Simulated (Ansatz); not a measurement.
# Bi₂Te₃ stretched along one axis: stress and gap

Cell: a COD entry, ions relaxed with PBE at fixed cell.

```yaml
crystal:
  lattice:
    - [2.19300, 1.26613, 10.16567]
    - [-2.19300, 1.26613, 10.16567]
    - [0.00000, -2.53226, 10.16567]
  atoms:
    - { symbol: Bi, position: [0.39998, 0.39998, 0.39998] }
    - { symbol: Bi, position: [0.60002, 0.60002, 0.60002] }
    - { symbol: Te, position: [0.00000, 0.00000, 0.00000] }
    - { symbol: Te, position: [0.20979, 0.20979, 0.20979] }
    - { symbol: Te, position: [0.79021, 0.79021, 0.79021] }
```

Atoms are numbered from 1 in the order listed; like atoms form one site, named after its first atom.

Method: Kohn–Sham DFT in Ansatz, PBE, plane waves and PAW, scalar-relativistic, 420 eV cutoff, Γ-centred 12×12×12 k-points, Fermi–Dirac smearing 0.02 eV.

The cell is stretched along z (the third Cartesian axis of the run's cell), x and y held, and the ions relax again each time. Tension counts as positive.

| strain along z (%) | stress along z (GPa) | stress along x (GPa) | gap on the k-mesh (eV) |
| --- | --- | --- | --- |
| -3 | -3.7 | -3.1 | 0.20 |
| -2 | -3.0 | -2.7 | 0.22 |
| -1 | -2.5 | -2.4 | 0.25 |
| 0 | -1.9 | -2.0 | 0.29 |
| +1 | -1.5 | -1.8 | 0.33 |
| +2 | ? | ? | ? |

(1) Estimate the row at +2 % from the others.

Results:

(1) stress along z (GPa): -1.1; stress along x (GPa): -1.6; gap on the k-mesh (eV): 0.38. Worked: parabolas through the other 5 rows give -1.1 and -1.6 GPa at +2 %. Their slopes at zero strain are 48 GPa (the stiffness along z) and 29 GPa (the coupling of z to x). They hold at this cell, where the calculated pressure is 2.0 GPa. The gap opens by 39 meV per per cent of stretch between the rows next to zero strain; the parabola gives 0.38 eV for the withheld row.

PBE gaps are too small, by a third to a half in many semiconductors; their changes with strain are better.

All values belong to this cell and structure model.
